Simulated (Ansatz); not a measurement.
# Piezoelectric tensor of Si5GeC6

Method: DFT PBE, scalar-relativistic, plane waves, PAW in Ansatz 0.2.0. Plane waves to 420 eV; Γ-centred k mesh 6×6×6; fixed occupations. No spin polarisation.

Equilibrium structure at this level:
```
Si Ge C
1.0
     2.20870   -6.62353    0.00000
     2.20870    6.62353    0.00000
     0.00000    0.00000    4.41717
Si Ge C
5 1 6
Direct
  0.33184 0.66816 0.00000
  0.66816 0.33184 0.00000
  0.83243 0.16757 0.50000
  0.00000 0.00000 0.00000
  0.16757 0.83243 0.50000
  0.50000 0.50000 0.50000
  0.84436 0.67178 0.75847
  0.00000 0.50000 0.25252
  0.15564 0.32822 0.75847
  0.32822 0.15564 0.24153
  0.50000 0.00000 0.74748
  0.67178 0.84436 0.24153
```

The cell was found from a structure generator's guess, not taken from experiment.

(1) Give the relaxed-ion proper piezoelectric stress tensor e_iJ (C/m², Voigt columns xx yy zz yz xz xy).

(2) With the elastic constants (GPa, Voigt order)
```
371.4 123.5 123.2   0.0   0.0   0.0
123.5 370.4 123.6   0.0   0.0   0.0
123.2 123.5 371.2   0.0   0.0   0.0
  0.0   0.0   0.0 228.3   0.0   0.0
  0.0   0.0   0.0   0.0 228.3   0.0
  0.0   0.0   0.0   0.0   0.0 228.4
```
find the strain coefficients d = e·C⁻¹ (pC/N).

Results:

(1)
```
x   0.000 0.000 0.000 0.086 0.000 0.000
y   0.000 0.000 0.000 0.000 0.088 0.000
z   0.000 0.000 0.000 0.000 0.000 0.087
```
Signs follow the orientation of the cell as given.

(2)
```
x   0.00 0.00 0.00 0.38 0.00 0.00
y   0.00 0.00 0.00 0.00 0.39 0.00
z   0.00 0.00 0.00 0.00 0.00 0.38
```
